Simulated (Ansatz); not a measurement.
Values for one crystal, relaxed and computed with PBEsol in the plane-wave PAW code Ansatz; other levels are named.

| Quantity | Result |
|---|---|
| Volume per atom | 9.61 Å³ |
| Electronic character | metallic (no gap) |
| Formation energy from the elements (no fitted shifts) | -2.39 eV/atom |
| Density of states at the Fermi level | 0.48 states/eV per atom (mean over ±0.08 eV) |

Pick the material that matches.
A. TaSnO3, cubic perovskite
B. VO2, rutile
C. LaFeO3, cubic perovskite
D. GeSe, P-6m2 (Ge on 1a, Se on 1f)

B, VO2, rutile

Space group P4_2/mnm (rutile). This is a known high-temperature phase of the composition, computed here at zero pressure and temperature. The PBEsol relaxation kept the symmetry of its start; its stability against distortions is not shown here. The final state is ferromagnetic, chosen from 2 collinear starts compared on coarse meshes (ties went to the first, and starts can fall back to one state), not a proven ground state. No Hubbard U is applied. The compound may be a true metal, but semilocal functionals without U, or a wrong spin order, can also close a gap. The references are the lowest solids computed at this level, not always the standard phases (solids in place of the gases).

Potentials: the later of the program's two PAW sets.
